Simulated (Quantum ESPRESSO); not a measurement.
## InMgAl4Ga2P7S (one run as intended and one with a planted mistake)

Simulated, not a measurement. The program is pw.x of Quantum ESPRESSO 7.5 (plane-wave density functional theory). The cell is made up: 16 atoms on a doubled zincblende/diamond lattice, with randomly drawn elements, strain and displacements, not relaxed. PseudoDojo standard norm-conserving files (v0.5 for PBE, v0.4.1 for LDA and PBEsol) set the functional; there is no spin polarisation, spin-orbit coupling or dispersion term, and the masses in the input are unused placeholders.

Intended input:

```
&control calculation='scf', pseudo_dir='./dojo.nc.sr.pbe.v0_5.standard.upf', outdir='./o', disk_io='low', tprnfor=.true., tstress=.true. /
&system ibrav=0, nat=16, ntyp=6, nbnd=57, ecutwfc=84.00895049, nosym=.true., tot_charge=0,
 occupations='smearing', smearing='fd', degauss=0.0018374661
/
&electrons conv_thr=7.350e-09, electron_maxstep=60, /
ATOMIC_SPECIES
Al 1.0 Al.upf
Ga 1.0 Ga.upf
In 1.0 In.upf
Mg 1.0 Mg.upf
P 1.0 P.upf
S 1.0 S.upf
CELL_PARAMETERS angstrom
5.8156 0.0055 0.0143
0.0055 5.6862 0.0116
0.0286 0.0232 11.2957
ATOMIC_POSITIONS angstrom
In 0.0495 -0.0452 0.015
Mg 0.0623 2.8409 2.7742
Al 2.9995 0.0632 2.6498
Al 2.9035 2.802 0.0773
Ga -0.0203 -0.0694 5.6203
Al 0.0264 2.8511 8.5134
Ga 2.9536 0.016 8.4597
Al 2.8868 2.8238 5.5752
P 1.4358 1.4596 1.3715
P 1.5042 4.218 4.2628
P 4.4152 1.5387 4.1713
P 4.3693 4.2975 1.5352
P 1.3571 1.419 6.9501
P 1.4464 4.3615 9.8989
P 4.292 1.5126 9.9346
S 4.3981 4.1074 7.1043
K_POINTS automatic
4 4 2 1 1 1
```

The log is shortened where brackets say so; the opening notice, blank lines, dates and the lines on written files are dropped, and the path of the files is cut. It prints rydbergs, bohrs and kilobars, and counts compression as positive stress.

Log of the intended run:

```
     Program PWSCF v.7.5
     Parallel version (MPI & OpenMP), running on       4 processor cores
     Number of MPI processes:                 4
     Threads/MPI process:                     1
     [start-up lines left out]
     bravais-lattice index     =            0
     lattice parameter (alat)  =      10.9899  a.u.
     unit-cell volume          =    2520.7019 (a.u.)^3
     number of atoms/cell      =           16
     number of atomic types    =            6
     number of electrons       =       102.00
     number of Kohn-Sham states=           57
     kinetic-energy cutoff     =      84.0090  Ry
     charge density cutoff     =     336.0358  Ry
     scf convergence threshold =      7.3E-09
     mixing beta               =       0.7000
     number of iterations used =            8  plain     mixing
     Exchange-correlation= PBE
                           (   1   4   3   4   0   0   0)
     [axes and pseudopotential details left out]
   Cartesian axes
     site n.     atom                  positions (alat units)
         1        In     tau(   1) = (   0.0085116  -0.0077722   0.0025793  )
         2        Mg     tau(   2) = (   0.0107125   0.4884948   0.4770257  )
         3        Al     tau(   3) = (   0.5157661   0.0108673   0.4556350  )
         4        Al     tau(   4) = (   0.4992589   0.4818059   0.0132918  )
         5        Ga     tau(   5) = (  -0.0034906  -0.0119334   0.9664146  )
         6        Al     tau(   6) = (   0.0045395   0.4902487   1.4638851  )
         7        Ga     tau(   7) = (   0.5078736   0.0027512   1.4546514  )
         8        Al     tau(   8) = (   0.4963873   0.4855544   0.9586596  )
         9        P      tau(   9) = (   0.2468868   0.2509793   0.2358304  )
        10        P      tau(  10) = (   0.2586483   0.7252881   0.7329915  )
        11        P      tau(  11) = (   0.7591968   0.2645806   0.7172580  )
        12        P      tau(  12) = (   0.7513042   0.7389582   0.2639787  )
        13        P      tau(  13) = (   0.2333543   0.2439981   1.1950746  )
        14        P      tau(  14) = (   0.2487095   0.7499630   1.7021229  )
        15        P      tau(  15) = (   0.7380124   0.2600926   1.7082615  )
        16        S      tau(  16) = (   0.7562564   0.7062703   1.2215894  )
     number of k points=    16  Fermi-Dirac smearing, width (Ry)=  0.0018
                       cart. coord. in units 2pi/alat
        k(    1) = (   0.1245648   0.1274632   0.1281360), wk =   0.1250000
        k(    2) = (   0.1251973   0.1279877  -0.1292930), wk =   0.1250000
     [further k points left out]
     Dense  grid:   262183 G-vectors     FFT dimensions: (  72,  64, 125)
     Estimated max dynamical RAM per process >     593.84 MB
     Estimated total dynamical RAM >       2.13 GB
     Initial potential from superposition of free atoms
     starting charge     101.9792, renormalised to     102.0000
     Starting wfcs are   80 randomized atomic wfcs
     total cpu time spent up to now is       10.7 secs
     per-process dynamical memory:   425.3 Mb
     Self-consistent Calculation
     iteration #  1     ecut=    84.01 Ry     beta= 0.70
     Davidson diagonalization with overlap
     ethr =  1.00E-02,  avg # of iterations =  4.0
     Threshold (ethr) on eigenvalues was too large:
     Diagonalizing with lowered threshold
     Davidson diagonalization with overlap
     ethr =  9.10E-04,  avg # of iterations =  1.9
     total cpu time spent up to now is       45.1 secs
     total energy              =    -695.22196211 Ry
     estimated scf accuracy    <       0.94538942 Ry
     iteration #  2     ecut=    84.01 Ry     beta= 0.70
     Davidson diagonalization with overlap
     ethr =  9.27E-04,  avg # of iterations =  6.2
     total cpu time spent up to now is       67.2 secs
     total energy              =    -694.61304645 Ry
     estimated scf accuracy    <       3.99103061 Ry
     [iterations 3 to 11 left out]
     iteration # 12     ecut=    84.01 Ry     beta= 0.70
     Davidson diagonalization with overlap
     ethr =  3.28E-10,  avg # of iterations =  2.0
     total cpu time spent up to now is      260.9 secs
     total energy              =    -695.57481708 Ry
     estimated scf accuracy    <       0.00000008 Ry
     iteration # 13     ecut=    84.01 Ry     beta= 0.70
     Davidson diagonalization with overlap
     ethr =  7.60E-11,  avg # of iterations =  3.5
     total cpu time spent up to now is      277.0 secs
     End of self-consistent calculation
     [lines on levels left out]
!    total energy              =    -695.57481710 Ry
     estimated scf accuracy    <          5.1E-09 Ry
     smearing contrib. (-TS)   =      -0.00000000 Ry
     internal energy E=F+TS    =    -695.57481710 Ry
     The total energy is F=E-TS. E is the sum of the following terms:
     one-electron contribution =    -381.22690752 Ry
     hartree contribution      =     239.70191843 Ry
     xc contribution           =    -182.94724179 Ry
     ewald contribution        =    -371.10258622 Ry
     convergence has been achieved in  13 iterations
     Forces acting on atoms (cartesian axes, Ry/au):
     atom    1 type  3   force =    -0.04972829    0.03380116    0.01955944
     atom    2 type  4   force =     0.01052283    0.01493886    0.01400477
     atom    3 type  1   force =    -0.03357974    0.02267928    0.05422435
     atom    4 type  1   force =    -0.01038420    0.03364666    0.00600158
     atom    5 type  2   force =     0.01062973    0.01796086   -0.04745054
     atom    6 type  1   force =     0.01113652   -0.01629387    0.01326243
     atom    7 type  2   force =    -0.03204280    0.02372678    0.01055570
     atom    8 type  1   force =    -0.00412044   -0.01830097   -0.01501224
     atom    9 type  5   force =     0.06071642   -0.00462365    0.00789561
     atom   10 type  5   force =     0.01915379    0.04368771    0.00738741
     atom   11 type  5   force =    -0.04011968   -0.05871703    0.04457226
     atom   12 type  5   force =    -0.03251789   -0.03249192   -0.04280234
     atom   13 type  5   force =     0.02615526    0.00192858    0.03589093
     atom   14 type  5   force =     0.05922992   -0.08026560   -0.06396303
     atom   15 type  5   force =     0.01773710   -0.00070281   -0.04334269
     atom   16 type  6   force =    -0.01278852    0.01902594   -0.00078364
     Total force =     0.227474     Total SCF correction =     0.000272
     Computing stress (Cartesian axis) and pressure
          total   stress  (Ry/bohr**3)                   (kbar)     P=      -29.35
  -0.00025201  -0.00004720  -0.00009326          -37.07       -6.94      -13.72
  -0.00004720  -0.00018110   0.00004693           -6.94      -26.64        6.90
  -0.00009326   0.00004693  -0.00016536          -13.72        6.90      -24.33
     init_run     :     10.08s CPU     10.49s WALL (       1 calls)
     electrons    :    263.20s CPU    266.41s WALL (       1 calls)
     forces       :      3.81s CPU      3.93s WALL (       1 calls)
     stress       :     11.47s CPU     11.84s WALL (       1 calls)
     [timing details left out]
     PWSCF        :   4m48.79s CPU   4m53.07s WALL
     JOB DONE.
```

A second run has one planted mistake: the k-point mesh is too coarse. The input lines that differ, file-writing options aside:

```
- 4 4 2 1 1 1
+ 2 2 2 1 1 1
```

Its log:

```
     Program PWSCF v.7.5
     Parallel version (MPI & OpenMP), running on       4 processor cores
     Number of MPI processes:                 4
     Threads/MPI process:                     1
     [start-up lines left out]
     bravais-lattice index     =            0
     lattice parameter (alat)  =      10.9899  a.u.
     unit-cell volume          =    2520.7019 (a.u.)^3
     number of atoms/cell      =           16
     number of atomic types    =            6
     number of electrons       =       102.00
     number of Kohn-Sham states=           57
     kinetic-energy cutoff     =      84.0090  Ry
     charge density cutoff     =     336.0358  Ry
     scf convergence threshold =      7.3E-09
     mixing beta               =       0.7000
     number of iterations used =            8  plain     mixing
     Exchange-correlation= PBE
                           (   1   4   3   4   0   0   0)
     [axes and pseudopotential details left out]
   Cartesian axes
     site n.     atom                  positions (alat units)
         1        In     tau(   1) = (   0.0085116  -0.0077722   0.0025793  )
         2        Mg     tau(   2) = (   0.0107125   0.4884948   0.4770257  )
         3        Al     tau(   3) = (   0.5157661   0.0108673   0.4556350  )
         4        Al     tau(   4) = (   0.4992589   0.4818059   0.0132918  )
         5        Ga     tau(   5) = (  -0.0034906  -0.0119334   0.9664146  )
         6        Al     tau(   6) = (   0.0045395   0.4902487   1.4638851  )
         7        Ga     tau(   7) = (   0.5078736   0.0027512   1.4546514  )
         8        Al     tau(   8) = (   0.4963873   0.4855544   0.9586596  )
         9        P      tau(   9) = (   0.2468868   0.2509793   0.2358304  )
        10        P      tau(  10) = (   0.2586483   0.7252881   0.7329915  )
        11        P      tau(  11) = (   0.7591968   0.2645806   0.7172580  )
        12        P      tau(  12) = (   0.7513042   0.7389582   0.2639787  )
        13        P      tau(  13) = (   0.2333543   0.2439981   1.1950746  )
        14        P      tau(  14) = (   0.2487095   0.7499630   1.7021229  )
        15        P      tau(  15) = (   0.7380124   0.2600926   1.7082615  )
        16        S      tau(  16) = (   0.7562564   0.7062703   1.2215894  )
     number of k points=     4  Fermi-Dirac smearing, width (Ry)=  0.0018
                       cart. coord. in units 2pi/alat
        k(    1) = (   0.2494459   0.2551886   0.1275574), wk =   0.5000000
        k(    2) = (   0.2500784   0.2557132  -0.1298715), wk =   0.5000000
     [further k points left out]
     Dense  grid:   262183 G-vectors     FFT dimensions: (  72,  64, 125)
     Estimated max dynamical RAM per process >     479.81 MB
     Estimated total dynamical RAM >       1.69 GB
     Initial potential from superposition of free atoms
     starting charge     101.9792, renormalised to     102.0000
     Starting wfcs are   80 randomized atomic wfcs
     total cpu time spent up to now is        4.4 secs
     per-process dynamical memory:   307.9 Mb
     Self-consistent Calculation
     iteration #  1     ecut=    84.01 Ry     beta= 0.70
     Davidson diagonalization with overlap
     ethr =  1.00E-02,  avg # of iterations =  4.0
     Threshold (ethr) on eigenvalues was too large:
     Diagonalizing with lowered threshold
     Davidson diagonalization with overlap
     ethr =  9.25E-04,  avg # of iterations =  2.0
     total cpu time spent up to now is       12.4 secs
     total energy              =    -695.20647344 Ry
     estimated scf accuracy    <       0.95842223 Ry
     iteration #  2     ecut=    84.01 Ry     beta= 0.70
     Davidson diagonalization with overlap
     ethr =  9.40E-04,  avg # of iterations =  4.8
     total cpu time spent up to now is       17.5 secs
     total energy              =    -694.47952587 Ry
     estimated scf accuracy    <       4.67241823 Ry
     [iterations 3 to 11 left out]
     iteration # 12     ecut=    84.01 Ry     beta= 0.70
     Davidson diagonalization with overlap
     ethr =  3.52E-10,  avg # of iterations =  4.0
     total cpu time spent up to now is       66.2 secs
     total energy              =    -695.56320064 Ry
     estimated scf accuracy    <       0.00000001 Ry
     iteration # 13     ecut=    84.01 Ry     beta= 0.70
     Davidson diagonalization with overlap
     ethr =  1.26E-11,  avg # of iterations =  5.0
     total cpu time spent up to now is       71.4 secs
     End of self-consistent calculation
     [lines on levels left out]
!    total energy              =    -695.56320064 Ry
     estimated scf accuracy    <          6.6E-09 Ry
     smearing contrib. (-TS)   =      -0.00000000 Ry
     internal energy E=F+TS    =    -695.56320064 Ry
     The total energy is F=E-TS. E is the sum of the following terms:
     one-electron contribution =    -381.24030696 Ry
     hartree contribution      =     239.74007933 Ry
     xc contribution           =    -182.96038679 Ry
     ewald contribution        =    -371.10258622 Ry
     convergence has been achieved in  13 iterations
     Forces acting on atoms (cartesian axes, Ry/au):
     atom    1 type  3   force =    -0.04984678    0.03430211    0.01918530
     atom    2 type  4   force =     0.01033298    0.01502192    0.01399415
     atom    3 type  1   force =    -0.03328592    0.02259603    0.05383292
     atom    4 type  1   force =    -0.01059284    0.03380170    0.00561466
     atom    5 type  2   force =     0.01105547    0.01820919   -0.04679235
     atom    6 type  1   force =     0.01114845   -0.01641630    0.01331741
     atom    7 type  2   force =    -0.03241090    0.02386886    0.01072674
     atom    8 type  1   force =    -0.00437431   -0.01835981   -0.01499216
     atom    9 type  5   force =     0.06094665   -0.00486483    0.00837180
     atom   10 type  5   force =     0.01904618    0.04370257    0.00768186
     atom   11 type  5   force =    -0.04008463   -0.05881155    0.04403904
     atom   12 type  5   force =    -0.03279367   -0.03265600   -0.04191887
     atom   13 type  5   force =     0.02618774    0.00198439    0.03531219
     atom   14 type  5   force =     0.05953709   -0.08051219   -0.06399039
     atom   15 type  5   force =     0.01820593   -0.00082567   -0.04316125
     atom   16 type  6   force =    -0.01307145    0.01895958   -0.00122105
     Total force =     0.227421     Total SCF correction =     0.000335
     Computing stress (Cartesian axis) and pressure
          total   stress  (Ry/bohr**3)                   (kbar)     P=      -28.64
  -0.00023140  -0.00004745  -0.00009320          -34.04       -6.98      -13.71
  -0.00004745  -0.00016086   0.00004588           -6.98      -23.66        6.75
  -0.00009320   0.00004588  -0.00019189          -13.71        6.75      -28.23
     init_run     :      4.00s CPU      4.19s WALL (       1 calls)
     electrons    :     65.82s CPU     67.03s WALL (       1 calls)
     forces       :      1.54s CPU      1.64s WALL (       1 calls)
     stress       :      3.38s CPU      3.45s WALL (       1 calls)
     [timing details left out]
     PWSCF        :   1m14.98s CPU   1m16.68s WALL
     JOB DONE.
```

```
                                            intended run  run with the mistake
                          free energy (eV)     -9463.778             -9463.619
                    smearing term -TS (eV)        0.0000                0.0000
                            pressure (GPa)         -2.93                 -2.86
            largest force component (eV/Å)         2.064                 2.070
largest change of a force component (eV/Å)                               0.023
                                iterations            13                    13
```

For scale, a rerun of the intended cell at a cutoff of 1437 eV and k mesh 6 x 6 x 4 moved values by no more than 0.011 eV in energy, 0.02 GPa in stress and 0.009 eV/Å in force.